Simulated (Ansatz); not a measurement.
## HfN from LDA upwards

The starting cell is an entry of the Crystallography Open Database (1967):

```
Hf N
1.0
     0.00000    2.25600    2.25600
     2.25600    0.00000    2.25600
     2.25600    2.25600    0.00000
Hf N
1 1
Direct
  0.00000 0.00000 0.00000
  0.50000 0.50000 0.50000
```

Atoms and cell were relaxed at zero pressure with plane-wave PAW DFT (Ansatz 0.2.0; one set of PAW datasets, made under PBE, for all functionals; 420 eV, r2SCAN 500 eV; 12×12×12 Γ-centred mesh, fermi-dirac occupations of width 0.100 eV; no spin polarisation, no spin-orbit coupling, no dispersion correction), keeping the symmetry (Fm-3m, No. 225).

Question: What cells do LDA, PBEsol, PBE, r2SCAN give?

Answer: The relaxed conventional cells:

```csv
functional,a (Å),volume (Å³/atom)
LDA,4.468,11.15
PBEsol,4.502,11.40
PBE,4.548,11.76
r2SCAN,4.526,11.59
the entry,4.512,11.48
```

LDA gives the smallest volume and PBE the largest, 5.5 % more, the usual order, since LDA overbinds and PBE's gradient terms loosen the lattice. Against the entry's volume: LDA -2.9 %, PBEsol -0.7 %, PBE +2.4 %, r2SCAN +0.9 %. No verdict is drawn from this: such phases often miss the ideal composition, so the entry may be off as well as the functionals.

Caveats: each relaxation keeps the start's symmetry, so a distorted cell may lie lower; computed cells are at 0 K with fixed nuclei, while the entry holds thermal expansion, often some tenths of a per cent in volume and more in soft crystals.
